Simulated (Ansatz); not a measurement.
Relaxed-ion elastic tensor of CsPbCl₃ (cubic perovskite, Pm-3m) in GPa (Voigt order), DFT-PBE in the program Ansatz with PAW potentials; density 3.93 g/cm³, 37.69 Å³ per atom.

```
49.0   8.2   8.2   0.0   0.0   0.0
 8.2  49.0   8.2   0.0   0.0   0.0
 8.2   8.2  49.0   0.0   0.0   0.0
 0.0   0.0   0.0   5.2   0.0   0.0
 0.0   0.0   0.0   0.0   5.2   0.0
 0.0   0.0   0.0   0.0   0.0   5.2
```

Task: Is the crystal mechanically stable?

Result: Yes: the smallest eigenvalue of C is 5.2 GPa.

Task: Work out the Voigt, Reuss and Hill averages.

Result: K_V = 21.8, K_R = 21.8, K_H = 21.8; G_V = 11.3, G_R = 7.4, G_H = 9.3 GPa.

Task: Give Young's modulus, Poisson's ratio, Pugh's ratio and the universal anisotropy index.

Result: E = 9KG/(3K + G) = 24.5 GPa; ν = 0.31; K/G = 2.34 (ductile by the Pugh limit of 1.75); A_U = 5G_V/G_R + K_V/K_R − 6 = 2.64.

Task: Estimate the sound speeds and the Debye temperature.

Result: v_l = √((K + 4G/3)/ρ) = 2950 m/s, v_t = √(G/ρ) = 1540 m/s, mean 1720 m/s; Θ = (h/k)(3n/4πV)^(1/3) v_m = 153 K.

Task: Give the Zener ratio and Young's modulus along [100], [110] and [111].

Result: A = 2C44/(C11 − C12) = 0.25; 1/E = S11 − 2(S11 − S12 − S44/2)Γ with Γ = 0, 1/4, 1/3 gives 46.6, 17.4, 14.4 GPa.

Task: Solve the Christoffel equation for the three sound speeds along [100], [110], [111].

Result: Eigenvalues of C_ijkl n_j n_l equal ρv². In km/s, slowest first: [100] 1.15, 1.15, 3.53; [110] 1.15, 2.28, 2.93; [111] 1.97, 1.97, 2.70.

This is a known high-temperature phase of the composition, computed here at zero pressure and temperature. Symmetry was held in the PBE relaxation; phonons on a q-mesh show weakly imaginary modes. Spin–orbit coupling is left out wherever it is not named.

Potentials: the later of the program's two PAW sets.
